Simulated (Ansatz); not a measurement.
A trial form of ZnSnN

The calculation used Ansatz 0.2.0, DFT PBE, scalar-relativistic, plane waves, PAW. Cutoff 420 eV, Gaussian smearing, Γ-centred meshes. Cell and atoms relax first on a coarse mesh and then on a finer one. In between, the cell is made exact in the group found at 0.06 Å. In metals the finer mesh still leaves noise of several meV/atom or more. The steps can't lower the symmetry of their start. No spin polarisation.

A trial structure of ZnSnN was built thus: random cell by space group and Wyckoff sites (P4/mmm, No. 123). The dimensions are guesses.

```cif
data_structure
_symmetry_space_group_name_H-M 'P4/mmm'
_symmetry_Int_Tables_number 123
_cell_length_a 3.8399
_cell_length_b 3.8399
_cell_length_c 4.0186
_cell_angle_alpha 90.000
_cell_angle_beta 90.000
_cell_angle_gamma 90.000
_cell_volume 59.25
loop_
_atom_site_label
_atom_site_type_symbol
_atom_site_symmetry_multiplicity
_atom_site_Wyckoff_symbol
_atom_site_fract_x
_atom_site_fract_y
_atom_site_fract_z
_atom_site_occupancy
Zn1 Zn 1 c 0.50000 0.50000 0.00000 1
Sn1 Sn 1 b 0.00000 0.00000 0.50000 1
N1 N 1 a 0.00000 0.00000 0.00000 1
```

The zero of energy is the elements' standard structures at the same level (N₂ as a molecule); no fitted shifts are applied. The references include grey tin.

Task: What does it relax into?

Result: The symmetry stays P4/mmm (No. 123). The volume per atom shrinks by 21.1 %, from 19.8 to 15.6 Å³. The shortest distance goes from 2.01 Å (Sn–N) to 2.13 Å (Zn–N). The ratio c/a of the conventional cell changes by a factor of 1.63. The energy falls by about 0.67 eV/atom (the start's value is from the coarse mesh). Conventional cell: a = 3.016 Å, c = 5.140 Å. Zn has 4 N at 2.13 Å, 4 Zn at 3.02 Å and 8 Sn at 3.34 Å; Sn has 2 N at 2.57 Å, 4 Sn at 3.02 Å and 8 Zn at 3.34 Å; around N lie 4 Zn at 2.13 Å and 2 Sn at 2.57 Å.

Space group P4/mmm (No. 123). a = 3.016 Å, b = 3.016 Å, c = 5.140 Å, α = 90.00°, β = 90.00°, γ = 90.00°
```
atom  site  symmetry       x       y       z
  Zn    1c     4/mmm  0.5000  0.5000  0.0000
  Sn    1b     4/mmm  0.0000  0.0000  0.5000
   N    1a     4/mmm  0.0000  0.0000  0.0000
```

Task: Give its energy and gap.

Result: The energy over the elements is +0.43 eV/atom. The gap on the 16×16×10 mesh of the 3-atom cell is 0 eV (a metal).

The separate elements lie lower, so it is unstable against them.

The last run used Gaussian smearing of 0.10 eV. An odd number of electrons in the primitive cell allows no gap without spin; a larger cell or a magnetic state could open one. A structure relaxed within its symmetry needn't be a true minimum. In all, the 4 runs took 5 min on 1 thread of AMD EPYC (Zen 3), with other jobs on the host. Another cell of ZnSnN relaxed alike, in P2, lies 178 meV/atom lower, so this cell isn't the stable form at this level.
